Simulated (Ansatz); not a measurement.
Li2S (anti-fluorite, space group No. 225), r²SCAN (plane waves, PAW; program Ansatz). The conduction-band minimum lies at X, with 3 equivalent valleys. Second derivatives d²E/dk² of the lowest band at one valley (eV·Å²), along Cartesian directions:

```json
[
 {"direction": "[100]", "d²E/dk²": "12.61"},
 {"direction": "[010]", "d²E/dk²": "22.55"},
 {"direction": "[001]", "d²E/dk²": "22.55"},
 {"direction": "[110]", "d²E/dk²": "17.58"},
 {"direction": "[101]", "d²E/dk²": "17.58"},
 {"direction": "[011]", "d²E/dk²": "22.54"}
]
```

Q: Find the principal effective masses, the density-of-states mass and the conductivity mass.

A: Off-diagonal terms follow from H_xy = H[110] − (H_xx + H_yy)/2, and m*/mₑ = 7.620 eV·Å² over each eigenvalue: 0.34, 0.34, 0.60. One valley's DOS mass (m₁m₂m₃)^(1/3) = 0.41, conductivity mass 3/(Σ 1/mᵢ) = 0.40 mₑ.

Q: What effective density of states Nc follows at 300 K for parabolic valleys?

A: Nc = 2.509e19 × 3 × (0.41)^(3/2) ≈ 2.0e19 cm⁻³.

Space group Fm-3m (anti-fluorite). The cell was relaxed with r²SCAN under the symmetry of its start.

Potentials: the later of the program's two PAW sets.

Edges and masses are those of Kohn–Sham bands, whose gap is no quasiparticle gap.
